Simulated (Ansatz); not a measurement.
AgI:
```cif
data_AgI
_chemical_formula_sum 'Ag1 I1'
_space_group_name_H-M_alt 'P 1'
_space_group_IT_number 1
_cell_length_a 4.56086
_cell_length_b 4.56086
_cell_length_c 4.56086
_cell_angle_alpha 60.000
_cell_angle_beta 60.000
_cell_angle_gamma 60.000
loop_
_space_group_symop_operation_xyz
  'x, y, z'
loop_
_atom_site_label
_atom_site_type_symbol
_atom_site_fract_x
_atom_site_fract_y
_atom_site_fract_z
_atom_site_occupancy
Ag1 Ag 0.00000 0.00000 0.00000 1
I1 I 0.25000 0.25000 0.25000 1
```

Relaxed with PBEsol. The program Ansatz at the PBEsol level (PAW) gives a gap of 1.20 eV.

Task: What gap does HSE06 give on the same cell (Ansatz, PAW)?

Result: 2.49 eV, 1.29 eV more. The hybrid was solved on a coarser mesh and at special points; the gap given is the minimum over both.

```
k  v1 PBEsol  c1 PBEsol  v1 HSE06  c1 HSE06
-  ---------  ---------  --------  --------
Γ       0.00       1.20      0.00      2.49
X      -1.87       3.43       [?]       [?]
L      -0.76       2.64       [?]       [?]
W      -1.71       4.76       [?]       [?]
K      -1.49       3.82       [?]       [?]
```

Task: Top valence (v1) and lowest conduction level (c1) in eV from each method's valence maximum (which need not be a listed point): supply the withheld HSE06 values.

Result: 
- W, v1 HSE06: -1.92
- W, c1 HSE06: 6.16
- K, v1 HSE06: -1.60
- K, c1 HSE06: 5.01
- L, v1 HSE06: -0.80
- L, c1 HSE06: 3.92
- X, v1 HSE06: -2.00
- X, c1 HSE06: 4.52

Cost on shared cores: the PBEsol run (SCF on a 8×8×8 mesh, then bands and DOS) about 40 core-seconds (a rough figure), the HSE06 run (SCF on 6×6×6, then a few points) around 5 core-minutes (rough); the tasks are unlike.

Space group F-43m (zinc blende). Symmetry was held in the PBEsol relaxation. No spin polarisation was allowed. Spin–orbit coupling is left out wherever it is not named.

Potentials: the earlier of the program's two PAW sets. The files were generated under PBE; for other functionals the program regenerates the frozen cores, and for LDA and PBEsol the local potential too.
